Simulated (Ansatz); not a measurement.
Polymorphs of Bi$_{2}$Pd, each relaxed with plane-wave PAW LDA (Ansatz code):

A: MoSi2 or CaC2 type (I4/mmm)
a = 3.332 Å, b = 3.332 Å, c = 12.710 Å, α = 90.00°, β = 90.00°, γ = 90.00°

```
atom  site  symmetry       x       y       z
----  ----  --------  ------  ------  ------
Bi      4e       4mm  0.0000  0.0000  0.3635
Pd      2a     4/mmm  0.0000  0.0000  0.0000
```

B: C2/m
a = 12.6055 Å, b = 4.2156 Å, c = 5.6051 Å, α = γ = 90.00°, β = 103.04°

```
atom  site  symmetry       x       y       z
----  ----  --------  ------  ------  ------
Bi      4i         m  0.1568  0.0000  0.3147
Bi      4i         m  0.4269  0.0000  0.2077
Pd      4i         m  0.2762  0.5000  0.1689
```

Task: Rank these by energy per atom at 0 K (lowest first), as LDA gives it.

Result: B (+0 meV/atom), A (+43 meV/atom)

Standing as an ambient phase not checked: A; B. All cells were relaxed under the symmetry of their starts (and spin orders); stability against distortions was not tested throughout. Rows with no word on spin ran without spin polarisation. Scalar-relativistic: spin–orbit coupling is off unless named, which matters more the heavier the elements.

Energies hold the estimated change up to a 700 eV cutoff; steps of a few meV lie near the error of the meshes.

Potentials: the later of the program's two PAW sets.
